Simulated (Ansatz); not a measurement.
The elements of this relaxed trial crystal are hidden behind letters.

```
lattice vectors (Å)
   3.4025    0.0000    0.0000
   1.5652    6.1569    0.0000
   0.4110    0.0263    8.5703
fractional positions
X 0.3241 0.6886 0.7932
X 0.7550 0.2183 0.7076
X 0.7098 0.2917 0.0975
X 0.3714 0.8428 0.4206
Z 0.6158 0.4175 0.4676
Z 0.9694 0.8822 0.0306
Z 0.8259 0.8595 0.6184
Z 0.1882 0.3457 0.8802
Z 0.2124 0.2411 0.3301
Z 0.5281 0.7126 0.1542
```

These are results of Ansatz 0.2.0, DFT PBE, scalar-relativistic, plane waves, PAW, not measurements. Cutoff 420 eV, Γ-centred 12×6×6 mesh (10-atom cell), Gaussian smearing of 0.10 eV, no spin polarisation.

| Item | Value |
| --- | --- |
| Space group | P1 (No. 1) |
| Conventional cell | a = 3.403 Å, b = 6.353 Å, c = 8.580 Å, α = 89.2°, β = 87.3°, γ = 75.7° |
| Volume per atom | 17.95 Å³ |
| Density | 2.72 g/cm³ |
| Energy over the elements | −0.19 eV/atom |
| Gap on the 12×6×6 mesh of the 10-atom cell | 0 eV (a metal) |

Energies are uncorrected and count from the elements' standard states at the same level.

Q: X is a p-block element of period 3 and Z is a p-block element of period 3. Which elements are they?

A: X = Al, Z = P, so the formula is Al2P3. Density times volume gives a mean mass of 2.72 × 17.95/1.6605 = 29.4 u per atom, and this set has 29.4 u. Among the elements that the hints allow, noble gases aside, only these give it. Al on its first site has 3 P at 2.36–2.50 Å and 1 P at 2.64 Å; Al on its second site has 4 P at 2.36–2.42 Å; P on its first site has 2 P at 2.34 Å, 1 Al at 2.41 Å and 1 Al at 2.65 Å; 7 more sites not described.

This cell was reached by moving the atoms of another relaxed cell at random and relaxing again, last within the group found; it had no such test of its own.
